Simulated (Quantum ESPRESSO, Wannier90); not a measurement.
# Tight-binding from DFT: CsH (rock salt)

```xyz
2
Lattice="0.0000 3.1913 3.1913 3.1913 0.0000 3.1913 3.1913 3.1913 0.0000" Properties=species:S:1:pos:R:3 pbc="T T T"
Cs     0.0000     0.0000     0.0000
H      3.1913     3.1913     3.1913
```

Structure: Materials Project mp-1057286, symmetrised, not relaxed again. COD (Crystallography Open Database) has an entry of this formula and space group (matched by these alone). Computed values, not measurements, from PBEsol: Quantum ESPRESSO (norm-conserving PseudoDojo potentials, cutoff 58 Ry, no spin polarisation, no spin-orbit coupling) on a Γ-centred 8×8×8 mesh, then Wannier90. Density: 8×8×8 mesh, cold smearing 0.01 Ry. Spin-orbit coupling is left out although heavy elements are present.

Band 5 is isolated and gives one Wannier function a cell (H2 1s 78 %, Cs1 6s 14 %, Cs1 5p 4 %; spread 2.64 Å²). Its on-site energy is ε = -0.679 eV relative to the valence-band maximum, and its hoppings t(R) = t(−R) to the nearer images are (images within this range that aren't listed have |t| under 5 meV):

```json
[
 {"R (lattice vectors; −R alike)": "0 0 1", "distance (Å)": "4.51", "t (eV)": "-0.038"},
 {"R (lattice vectors; −R alike)": "0 1 -1", "distance (Å)": "4.51", "t (eV)": "-0.038"},
 {"R (lattice vectors; −R alike)": "0 1 0", "distance (Å)": "4.51", "t (eV)": "-0.038"},
 {"R (lattice vectors; −R alike)": "1 -1 0", "distance (Å)": "4.51", "t (eV)": "-0.038"},
 {"R (lattice vectors; −R alike)": "1 0 -1", "distance (Å)": "4.51", "t (eV)": "-0.038"},
 {"R (lattice vectors; −R alike)": "1 0 0", "distance (Å)": "4.51", "t (eV)": "-0.038"},
 {"R (lattice vectors; −R alike)": "1 -1 -1", "distance (Å)": "6.38", "t (eV)": "-0.108"},
 {"R (lattice vectors; −R alike)": "1 -1 1", "distance (Å)": "6.38", "t (eV)": "-0.108"},
 {"R (lattice vectors; −R alike)": "1 1 -1", "distance (Å)": "6.38", "t (eV)": "-0.108"}
]
```

Q: Work out the band energy at Γ, X, U, K from these numbers.

A: For one orbital E(k) = ε + Σ_R 2 t(R) cos(2π k·R), the sum over the listed R.
- Γ, k = (0.000, 0.000, 0.000): E = -0.679 + (-0.038)·(12.00) + (-0.108)·(6.00) = -1.78 eV; pw.x: -1.77 eV
- X, k = (0.500, 0.000, 0.500): E = -0.679 + (-0.038)·(-4.00) + (-0.108)·(6.00) = -1.18 eV; pw.x: -1.16 eV
- U, k = (0.625, 0.250, 0.625): E = -0.679 + (-0.038)·(-3.66) + (-0.108)·(2.00) = -0.76 eV; pw.x: -0.77 eV
- K, k = (0.375, 0.375, 0.750): E = -0.679 + (-0.038)·(-3.66) + (-0.108)·(2.00) = -0.76 eV; pw.x: -0.77 eV

At these points the listed shells miss the plane-wave band by up to 0.01 eV, of a width of 1.77 eV on the path. With all its hoppings the model misses the band by 1.3 meV at worst on the whole path; the listed shells hold nearly all of the dispersion.
